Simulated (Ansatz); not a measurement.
FeCo:
```cif
data_CoFe
_chemical_formula_sum 'Fe1 Co1'
_space_group_name_H-M_alt 'P 1'
_space_group_IT_number 1
_cell_length_a 2.80025
_cell_length_b 2.80025
_cell_length_c 2.80025
_cell_angle_alpha 90.000
_cell_angle_beta 90.000
_cell_angle_gamma 90.000
loop_
_space_group_symop_operation_xyz
  'x, y, z'
loop_
_atom_site_label
_atom_site_type_symbol
_atom_site_fract_x
_atom_site_fract_y
_atom_site_fract_z
_atom_site_occupancy
Fe1 Fe 0.00000 0.00000 0.00000 1
Co1 Co 0.50000 0.50000 0.50000 1
```
The run is spin-polarised; directions of the spins, atom by atom: ↑ ↑.

Relaxed with PBEsol.

Q: Which orbitals make up the states near the Fermi level in the program Ansatz at the PBEsol level (PAW)?

A: Within 0.5 eV of the Fermi level: Fe 3d 55 %, Co 3d 36 %. Projections are on Löwdin-orthogonalised atomic valence shells; empty p or d shells of many metals are not among them.

Q: Tabulate the density of states.

A: States/eV per cell of 2 atoms, in 0.25 eV bins, energy from the Fermi level.

```tsv
E (eV)	total	Co 3d	Fe 3d	Fe 4s
-7.85	0.18	0.00	0.00	0.09
-7.60	0.21	0.00	0.00	0.10
-7.35	0.23	0.01	0.01	0.11
-7.10	0.26	0.01	0.01	0.12
-6.85	0.29	0.01	0.01	0.13
-6.60	0.33	0.02	0.02	0.14
-6.35	0.38	0.03	0.04	0.15
-6.10	0.47	0.05	0.06	0.17
-5.85	0.79	0.15	0.21	0.19
-5.60	1.16	0.32	0.38	0.19
-5.35	1.53	0.51	0.57	0.22
-5.10	2.19	0.81	0.89	0.23
-4.85	1.71	0.65	0.69	0.16
-4.60	1.44	0.58	0.55	0.14
-4.35	2.31	0.90	1.09	0.15
-4.10	3.54	1.63	1.58	0.15
-3.85	2.93	1.34	1.26	0.14
-3.60	3.52	1.64	1.49	0.15
-3.35	4.22	2.01	1.80	0.13
-3.10	2.14	1.02	0.91	0.06
-2.85	1.57	0.81	0.61	0.03
-2.60	2.94	1.69	1.07	0.02
-2.35	4.25	2.23	1.81	0.02
-2.10	5.89	3.16	2.48	0.04
-1.85	7.14	3.95	2.90	0.06
-1.60	5.56	2.70	2.48	0.10
-1.35	3.37	1.73	1.37	0.06
-1.10	2.17	1.07	0.89	0.05
-0.85	2.33	1.32	0.82	0.04
-0.60	0.80	0.36	0.31	0.03
-0.35	0.54	0.18	0.24	0.03
-0.10	1.07	0.31	0.61	0.06
0.15	2.26	0.69	1.38	0.07
0.40	3.40	1.44	1.76	0.07
0.65	3.75	2.03	1.49	0.07
0.90	3.17	1.30	1.61	0.06
1.15	2.04	0.67	1.09	0.06
1.40	3.08	0.69	2.13	0.07
1.65	1.56	0.45	0.87	0.07
1.90	0.62	0.15	0.22	0.06
2.15	0.61	0.11	0.22	0.09
2.40	0.69	0.10	0.26	0.11
2.65	0.62	0.09	0.20	0.10
2.90	0.58	0.08	0.16	0.09
3.15	0.54	0.07	0.13	0.09
3.40	0.51	0.06	0.11	0.08
3.65	0.48	0.05	0.09	0.08
3.90	0.45	0.05	0.08	0.07
4.15	0.43	0.04	0.07	0.06
4.40	0.40	0.04	0.06	0.06
4.65	0.37	0.03	0.05	0.05
```

Space group Pm-3m (CsCl type). The PBEsol relaxation kept the symmetry of its start. The final state is ferromagnetic, chosen from 5 collinear starts compared on coarse meshes (ties went to the first, and starts can fall back to one state), not a proven ground state. Textbook magnetic order: ferromagnetic.

Potentials: the earlier of the program's two PAW sets. The files were generated under PBE; for other functionals the program regenerates the frozen cores, and for LDA and PBEsol the local potential too.
